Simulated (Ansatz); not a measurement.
MgO in space group P4_2/mnm (No. 136; Mg on 4g, O on 4f), PBEsol in the plane-wave PAW code Ansatz. The conduction-band minimum lies at Γ, with 1 equivalent valley. Second derivatives d²E/dk² of the lowest band at one valley (eV·Å²), along Cartesian directions:

```
direction  d²E/dk²
---------  -------
[100]        22.25
[010]        22.25
[001]        21.10
[110]        22.25
[101]        21.67
[011]        21.67
```

Problem. Find the principal effective masses, the density-of-states mass and the conductivity mass.

Solution. Off-diagonal terms follow from H_xy = H[110] − (H_xx + H_yy)/2, and m*/mₑ = 7.620 eV·Å² over each eigenvalue: 0.34, 0.34, 0.36. One valley's DOS mass (m₁m₂m₃)^(1/3) = 0.35, conductivity mass 3/(Σ 1/mᵢ) = 0.35 mₑ.

Problem. What effective density of states Nc follows at 300 K for parabolic valleys?

Solution. Nc = 2.509e19 × 1 × (0.35)^(3/2) ≈ 5.2e18 cm⁻³.

Problem. With the computed static dielectric constant 5.78 (mean of the diagonal), estimate a hydrogenic donor's binding energy and radius.

Solution. E = 13.606 eV × 0.35/5.78² ≈ 140 meV; a = 0.529 Å × ε/m* ≈ 8.7 Å. Semilocal masses tend to be too small where the gap is.

The start of the workflow was typed in or built on a structure type; neither database checked (COD, Materials Project) lists it. It is not the phase usual at ambient conditions (space group No. 225). The PBEsol relaxation kept the symmetry of its start; phonons on a q-mesh show no instability.

Potentials: the later of the program's two PAW sets.
